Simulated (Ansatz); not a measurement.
MgSe:
```cif
data_Mg4Se4
_chemical_formula_sum 'Se4 Mg4'
_space_group_name_H-M_alt 'Fm-3m'
_space_group_IT_number 225
_space_group_name_Hall '-F 4 2 3'
_cell_length_a 5.47223
_cell_length_b 5.47223
_cell_length_c 5.47223
_cell_angle_alpha 90.000
_cell_angle_beta 90.000
_cell_angle_gamma 90.000
loop_
_atom_site_label
_atom_site_type_symbol
_atom_site_symmetry_multiplicity
_atom_site_Wyckoff_symbol
_atom_site_fract_x
_atom_site_fract_y
_atom_site_fract_z
_atom_site_occupancy
Se1 Se 4 a 0.00000 0.00000 0.00000 1
Mg1 Mg 4 b 0.50000 0.50000 0.50000 1
```
(The calculation used a cell of 2 atoms; values per cell refer to that cell.)

Relaxed with r²SCAN. r²SCAN in the plane-wave PAW code Ansatz gives a gap of 2.48 eV.

Q: What gap does HSE06 give on the same cell (Ansatz, PAW)?

A: 2.66 eV, 0.18 eV more. The hybrid was solved on a coarser mesh and at special points; its gap is the smallest among all of these.

| k | v1 r²SCAN | c1 r²SCAN | v1 HSE06 | c1 HSE06 |
|---|---|---|---|---|
| Γ | 0.00 | 3.44 | (withheld) | (withheld) |
| X | -1.79 | 2.48 | -1.92 | 2.66 |
| L | -0.60 | 4.52 | (withheld) | (withheld) |
| W | -2.47 | 5.15 | (withheld) | (withheld) |
| K | -1.44 | 3.69 | (withheld) | (withheld) |

Q: Top valence (v1) and lowest conduction level (c1) in eV from each method's valence maximum (which need not be a listed point): supply the withheld HSE06 values.

A: 
- L, v1 HSE06: -0.63
- L, c1 HSE06: 4.72
- W, v1 HSE06: -2.67
- W, c1 HSE06: 5.49
- Γ, v1 HSE06: 0.00
- Γ, c1 HSE06: 3.53
- K, v1 HSE06: -1.54
- K, c1 HSE06: 3.93

Cost on shared cores: the r²SCAN run (SCF on a 9×9×9 mesh, then bands and DOS) very roughly 19 core-seconds, the HSE06 run (SCF on 7×7×7, then a few points) about 2.4 core-minutes (a rough figure); the tasks are unlike.

Symmetry was held in the r²SCAN relaxation. Spin–orbit coupling is left out wherever it is not named.

Potentials: the later of the program's two PAW sets.
